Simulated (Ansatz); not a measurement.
TiS2:
```cif
data_S2Ti
_chemical_formula_sum 'Ti1 S2'
_space_group_name_H-M_alt 'P-3m1'
_space_group_IT_number 164
_space_group_name_Hall '-P 3 2"'
_cell_length_a 3.31481
_cell_length_b 3.31481
_cell_length_c 5.44656
_cell_angle_alpha 90.000
_cell_angle_beta 90.000
_cell_angle_gamma 120.000
loop_
_atom_site_label
_atom_site_type_symbol
_atom_site_symmetry_multiplicity
_atom_site_Wyckoff_symbol
_atom_site_fract_x
_atom_site_fract_y
_atom_site_fract_z
_atom_site_occupancy
Ti1 Ti 1 b 0.00000 0.00000 0.50000 1
S1 S 2 d 0.66667 0.33333 0.23908 1
```

Relaxed with LDA.

Task: Decompose the optical modes at the zone centre into irreducible representations, and say which are infrared and Raman allowed.

Result: Point group -3m: Γ_opt = A1g + A2u + Eg + Eu. Infrared: A2u, Eu. Raman: A1g, Eg.

Task: Assign frequencies (DFPT, DFT-LDA in the program Ansatz with PAW potentials).

Result: Eu 198, Eg 248, A1g 343, A2u 388 cm⁻¹.

The LDA relaxation kept the symmetry of its start; phonons on a q-mesh show no instability. The run is not spin-polarised. A crystal of weakly bound layers computed without a dispersion correction: the cell and the soft elastic constants depend strongly on that. As this level gives no gap, phonon frequencies hold no LO–TO term and depend on the k-mesh and smearing (Fermi–Dirac, 0.1 eV here).

Potentials: the later of the program's two PAW sets.
